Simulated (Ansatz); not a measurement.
Nb2AlB2 in space group Cmmm (No. 65; Al on 2a, Nb on 4j, B on 4i) at seven volumes, PBEsol (plane waves, PAW; program Ansatz), shape and atoms relaxed at each. One row is withheld.

```tsv
V (Å³/atom)	P (GPa)
10.857	23.78
11.215	?
11.573	6.68
11.931	0.01
12.289	-5.65
12.647	-10.35
13.005	-14.10
```

Problem. Fit the shown pressures and predict the withheld one.

Solution. Third-order Birch–Murnaghan: P = (3/2)B₀(x^(7/2) − x^(5/2))[1 + (3/4)(B′ − 4)(x − 1)] with x = (V₀/V)^(2/3). Least squares on the six rows gives V₀ = 11.930 Å³/atom, B₀ = 201.8 GPa, B′ = 4.74. At V = 11.215, x = 1.0421 and P = 14.44 GPa. The run itself gave 14.55 GPa.

The start of the workflow was typed in or built on a structure type; neither database checked (COD, Materials Project) lists it. Its standing as an ambient phase is unchecked. Symmetry was held in the PBEsol relaxation; whether a distortion lowers the energy is not shown. The run is not spin-polarised.

Potentials: the later of the program's two PAW sets.
